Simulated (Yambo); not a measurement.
# Bethe-Salpeter results for CaI$_{2}$

```
CaI2
1.0
    4.43220     0.00000     0.00000
   -2.21610     3.83840     0.00000
    0.00000     0.00000     6.91955
Ca I
1 2
Direct
  0.00000   0.00000   0.00000
  0.33333   0.66667   0.25745
  0.66667   0.33333   0.74255
```

Cell and atoms were relaxed with PBE+D3(BJ) from Materials Project entry mp-30031, within its symmetry.

BSE in Yambo on PBEsol (pw.x of Quantum ESPRESSO, ONCV potentials, no spin-orbit coupling) bands: 6×6×4 mesh, 6 valence and 10 conduction bands, static screening with 59 bands and a 4 Ry block, scissor 1.86 eV, Tamm-Dancoff; field along x.

```
state  energy (eV)  states within 2 meV  relative strength   class    main transitions
-----  -----------  -------------------  -----------------  ------  ------------------
1             5.23                    2               0.04  strong      VB → CB (66 %)
2             5.27                    1             < 0.01    dark  several band pairs
3             5.30                    1             < 0.01    dark  several band pairs
4             5.30                    1             < 0.01    dark      VB → CB (73 %)
5             5.33                    2             < 0.01    dark  several band pairs
6             5.34                    2             < 0.01    weak  several band pairs
7             5.35                    2               1.00  strong  several band pairs
8             5.39                    1             < 0.01    dark      VB → CB (76 %)
```

These are vertical excitations (zero momentum); the indirect quasiparticle gap, about 5.64 eV, is smaller than the direct one (5.93 eV on the GW mesh). The direct quasiparticle gap on this mesh is 5.93 eV; counted from there, state 1 is bound by 0.70 eV. On a 3×3×2 mesh the same difference is 0.82 eV, so it isn't converged.

Spin singlets only. Strengths are relative to the strongest of the lowest states of this run; strong means a line over 3 % of the spectrum's maximum, dark under 0.03 %. Absolute energies carry the error of the G0W0 scissor, whose convergence isn't established; the long-wavelength screening was taken along (1,1,1) although the crystal is anisotropic.

Spin-orbit coupling is left out, which matters for elements this heavy: edges can move by tenths of an eV.
